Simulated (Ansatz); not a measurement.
MgO:
Space group P6₃mc (No. 186); a = b = 3.2903 Å, c = 5.0378 Å, α = β = 90.00°, γ = 120.00°

```csv
atom,site,symmetry,x,y,z
Mg,2b,3m.,0.3333,0.6667,0.0049
O,2b,3m.,0.3333,0.6667,0.3997
```

Relaxed with r²SCAN. Plane-wave PAW r²SCAN (Ansatz code) gives a gap of 4.22 eV.

**Question.** What gap does HSE06 give on the same cell (Ansatz, PAW)?

**Answer.** 5.15 eV, 0.93 eV more. The hybrid was solved on a coarser mesh and at special points; the gap given is the minimum over both.

```csv
k,v1 r²SCAN,c1 r²SCAN,v1 HSE06,c1 HSE06
Γ,0.00,4.22,0.00,5.15
A,-0.53,6.72,…,…
K,-1.15,9.08,-1.24,10.04
H,-0.36,9.26,…,…
M,-0.46,8.59,…,…
L,-0.69,8.16,…,…
```

**Question.** Top valence (v1) and lowest conduction level (c1) in eV from each method's valence maximum (which need not be a listed point): supply the withheld HSE06 values.

**Answer.** 
- A, v1 HSE06: -0.57
- A, c1 HSE06: 7.72
- H, v1 HSE06: -0.40
- H, c1 HSE06: 10.30
- M, v1 HSE06: -0.50
- M, c1 HSE06: 9.61
- L, v1 HSE06: -0.74
- L, c1 HSE06: 9.14

Cost on shared cores: the r²SCAN run (SCF on a 10×10×6 mesh, then bands and DOS) roughly 50 core-seconds, the HSE06 run (SCF on 7×7×4, then a few points) about 100 core-seconds (a rough figure); the tasks are unlike.

Space group P6_3mc (wurtzite). The workflow started from a Materials Project entry (that database holds measured and hypothetical structures alike); the Crystallography Open Database copy checked does not list it. It is not the phase usual at ambient conditions (space group No. 225). The cell was relaxed with r²SCAN under the symmetry of its start; its stability against distortions is not shown here.

Potentials: the earlier of the program's two PAW sets.
